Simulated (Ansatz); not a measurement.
Pb (fcc, Cu type)

```yaml
crystal:
  lattice:
    - [5.03412, 0.00000, 0.00000]
    - [0.00000, 5.03412, 0.00000]
    - [0.00000, 0.00000, 5.03412]
  atoms:
    - { symbol: Pb, position: [0.00000, 0.00000, 0.00000] }
    - { symbol: Pb, position: [0.50000, 0.50000, 0.00000] }
    - { symbol: Pb, position: [0.50000, 0.00000, 0.50000] }
    - { symbol: Pb, position: [0.00000, 0.50000, 0.50000] }
```

Scan: atom 2 (Pb, nearest neighbour Pb at 3.560 Å; its periodic images, 5.0 Å or more away, move with it) is displaced along Cartesian [111], direction (0.577, 0.577, 0.577) in Cartesian axes, by s. The other atoms stay.

Computed with PBE (plane waves to 420 eV, PAW, scalar-relativistic; Ansatz, an electronic-structure program). k mesh 8×8×8 (Γ-centred), Fermi-Dirac smearing 0.05 eV. Energies are smeared free energies. Compression counts positive. With partly filled bands, energies and forces of such displacements shift with the k mesh and the smearing. F∥ is the force on the atom along that direction. On this mesh the relaxed cell isn't quite at rest: it carries a pressure of 0.2 GPa (compression positive) at the zero of the scan. Pb was relaxed with its symmetry unable to fall. Spin-orbit coupling is left out, though Pb is heavy. The PAW data are Ansatz's earlier set. The relaxed volume of Pb is well above the measured one; the method has no dispersion term. The zero of ΔE is the undisplaced structure.

| s (Å) | P (GPa) | ΔE (meV/cell) | F∥ (eV/Å) |
|---|---|---|---|
| -1.070 | [?] | 1625 | 4.697 |
| -0.856 | [?] | 827 | 2.856 |
| -0.642 | [?] | 364 | 1.563 |
| -0.428 | 1.0 | 128 | 0.719 |
| -0.214 | 0.4 | 27 | 0.269 |
| 0.000 | 0.2 | 0 | 0.000 |
| 0.214 | 0.4 | 27 | -0.269 |
| 0.428 | 1.0 | 128 | -0.719 |
| 0.642 | [?] | 364 | -1.563 |
| 0.856 | [?] | 827 | -2.856 |
| 1.070 | [?] | 1625 | -4.697 |

Task: Fill in the missing entries.

Result: 
- -1.070, P (GPa): 7.6
- -0.856, P (GPa): 4.4
- -0.642, P (GPa): 2.3
- 0.642, P (GPa): 2.3
- 0.856, P (GPa): 4.4
- 1.070, P (GPa): 7.6

(A displaced cell: forces are minus the slopes of the energy, force constants its curvatures, and phonons follow from these.)
